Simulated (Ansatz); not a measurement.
BaF$_{2}$ (fluorite, space group No. 225), a = b = c = 6.195 Å, α = β = γ = 90.00°; the cell used has 3 atoms.

Relaxed with r²SCAN.

### Question
Tabulate the valence density and the electron localisation function along the shortest Ba–F contact (2.68 Å), r²SCAN in the plane-wave PAW code Ansatz.

### Answer


```tsv
distance from Ba (Å)	density (e/Å³)	ELF
0.27	0.60	0.00
0.40	0.88	0.12
0.54	1.21	0.52
0.67	1.37	0.80
0.80	1.25	0.86
0.94	0.94	0.85
1.07	0.61	0.77
1.21	0.37	0.48
1.34	0.23	0.15
1.48	0.19	0.06
1.61	0.23	0.13
1.74	0.37	0.40
1.88	0.69	0.69
2.01	1.39	0.79
2.15	2.96	0.81
2.28	5.89	0.77
2.41	9.82	0.66
```

The density is the valence pseudo-density with augmentation charge, so density and ELF within about 1 Å of a nucleus are not all-electron values.

Space group Fm-3m (fluorite). Symmetry was held in the r²SCAN relaxation. Spin–orbit coupling is left out wherever it is not named.

Potentials: the earlier of the program's two PAW sets. The files were generated under PBE; for other functionals the program regenerates the frozen cores, and for LDA and PBEsol the local potential too.
